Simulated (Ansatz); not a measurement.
Fe (bcc, W type)

```xyz
1
Lattice="-1.3935 1.3935 1.3935 1.3935 -1.3935 1.3935 1.3935 1.3935 -1.3935" Properties=species:S:1:pos:R:3 pbc="T T T"
Fe     0.0000     0.0000     0.0000
```

The relaxed cell is deformed in two ways at once: its volume V is scaled, and at that volume it is stretched along z (the c axis of the conventional cell) so that c/a changes. Fractional atomic positions are held.

Calculation: PBEsol (plane waves to 420 eV, PAW, scalar-relativistic; Ansatz, a program for electronic structure). k mesh 23×23×23 (Γ-centred), Fermi-Dirac smearing 0.05 eV. Stress and pressure are positive under compression. With partly filled bands, the response to shear is sensitive to the k mesh, so small differences along c/a are uncertain. Fe was relaxed with its symmetry unable to fall. Relaxed Fe ends ferromagnetic. The magnetic order is the one the run started from; other orders were not tried. 

```csv
σxx (GPa),V/V₀ = 0.920,V/V₀ = 0.960,V/V₀ = 1.000,V/V₀ = 1.040,V/V₀ = 1.080
(c/a)/(c/a)₀ = 0.880,14.6,3.0,-5.8,-12.5,…
(c/a)/(c/a)₀ = 0.940,18.8,6.6,-3.1,-10.6,…
(c/a)/(c/a)₀ = 1.000,23.0,9.9,0.0,-7.9,-14.4
(c/a)/(c/a)₀ = 1.060,26.4,13.3,3.0,-5.2,-11.9
(c/a)/(c/a)₀ = 1.120,28.8,…,5.7,-2.8,-9.6
```

Question: Complete the blanks.

Answer: 
- (c/a)/(c/a)₀ = 0.880, V/V₀ = 1.080: -16.9
- (c/a)/(c/a)₀ = 0.940, V/V₀ = 1.080: -16.4
- (c/a)/(c/a)₀ = 1.120, V/V₀ = 0.960: 16.1

(Under strain, the slope of the energy per volume gives the stress and its curvature an elastic modulus.)
